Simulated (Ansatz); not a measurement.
Trial structure of Nd4S, not yet relaxed:

```cif
data_structure
_symmetry_space_group_name_H-M 'P 1'
_symmetry_Int_Tables_number 1
_cell_length_a 5.8943
_cell_length_b 5.8943
_cell_length_c 5.2965
_cell_angle_alpha 90.000
_cell_angle_beta 90.000
_cell_angle_gamma 120.000
_cell_volume 159.36
loop_
_atom_site_label
_atom_site_type_symbol
_atom_site_fract_x
_atom_site_fract_y
_atom_site_fract_z
_atom_site_occupancy
Nd1 Nd 0.50000 0.00000 0.00000 1
Nd2 Nd 0.00000 0.50000 0.00000 1
Nd3 Nd 0.50000 0.50000 0.00000 1
Nd4 Nd 0.00000 0.00000 0.50000 1
S1 S 0.00000 0.00000 0.00000 1
```

Theory: Ansatz 0.2.0, DFT PBE, scalar-relativistic, plane waves, PAW, and for the lanthanide a 4f-in-core norm-conserving potential. Plane waves to 660 eV, a k mesh through Γ of 3×3×4 on the computed 5-atom cell and Gaussian smearing (0.10 eV); no spin polarisation.

The zero of energy is the elements' standard structures at the same level; no fitted shifts are applied.

**Question.** Estimate its pressure, forces and energy as it stands.

**Answer.** The pressure is 6.1 GPa (the mean over three directions, positive in compression), the largest force is 0.00 eV/Å (symmetry fixes the atoms), and the energy is +0.08 eV/atom against the elements. The shortest distance is 2.65 Å.

**Question.** Is it a good guess?

**Answer.** A fair one: relaxing gains about 0.18 eV/atom (the start's value is from the coarse mesh, so the gain is rough) in 9 ionic steps and ends at −0.11 eV/atom on the finer mesh. The symmetry stays P6/mmm (No. 191). The volume per atom grows by 14.0 %, from 31.9 to 36.3 Å³. The shortest distance goes from 2.65 Å (Nd–S) to 2.64 Å (Nd–S). Conventional cell: a = 6.306 Å, c = 5.276 Å. Nd on a site of symmetry mmm has 2 S at 3.15 Å, 4 Nd at 3.15 Å and 4 Nd at 4.11 Å; around Nd on a site of symmetry 6/mmm lie 2 S at 2.64 Å and 12 Nd at 4.11 Å; S has 2 Nd at 2.64 Å and 6 Nd at 3.15 Å.

The last run used a 6×6×8 mesh (in the run's order of axes) for its 5-atom cell and Gaussian smearing of 0.10 eV. The reference form of S is held partly by dispersion forces, which this level lacks. The relaxation can't lower the symmetry of the start, and the grade says only how near the guess is to its own end. A structure relaxed within its symmetry needn't be a true minimum. Another cell of Nd4S relaxed alike, in Pm-3m, lies 0.57 eV/atom lower, so this cell isn't the stable form at this level.

The lanthanide is trivalent by construction, without f bands, f moments or other valences. The reference runs of the other elements, and any phases without the lanthanide, used 420 eV, which shifts energies against them by under 10 meV/atom. The lanthanide's reference is the lowest of its hcp, dhcp and fcc cells.
